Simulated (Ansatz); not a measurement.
A geometry of Pt away from equilibrium: step 4 of the relaxation of a relaxed Pt cell displaced along its unstable phonon at q = (½, ½, 0) of its primitive reciprocal cell (31i cm⁻¹), largest move 0.15 Å. Level of theory: PBEsol (plane waves to 420 eV, PAW, scalar-relativistic; Ansatz, a quantum-chemistry and plane-wave program). Γ-centred k-mesh 10×10×10 on the run's cell (coarser than for final values), Fermi–Dirac smearing 0.05 eV. The plane waves were selected for a different cell earlier on the path.

```
Pt
1.0
    0.00000     5.34415     5.37454
    2.67208     2.67208     5.37454
    2.67208     2.67208     0.00000
Pt
4
Direct
  0.89625   0.35375   0.14625
  0.60375   0.14625   0.35375
  0.10375   0.89625   0.89625
  0.39625   0.10375   0.10375
```

Question: Give the Cartesian forces on all atoms (eV/Å).

Answer: 
```tsv
atom	Fx	Fy	Fz
Pt1	0.00	-1.59	0.00
Pt2	0.00	1.59	0.00
Pt3	-1.59	0.00	0.00
Pt4	1.59	0.00	0.00
```

The path ends in I4/mmm (No. 139) (AFLOW prototype A_tI2_139_a (A_a)). No spin polarisation in the result.

The run could not lose the symmetry of its start, so the end can be a saddle point.

The end of the path is a generated cell of Pt: the first start was made by placing the elements on the sites of a structure type, and the end was not matched to a known phase here, so it may be hypothetical. Known forms of Pt include space group No. 225.
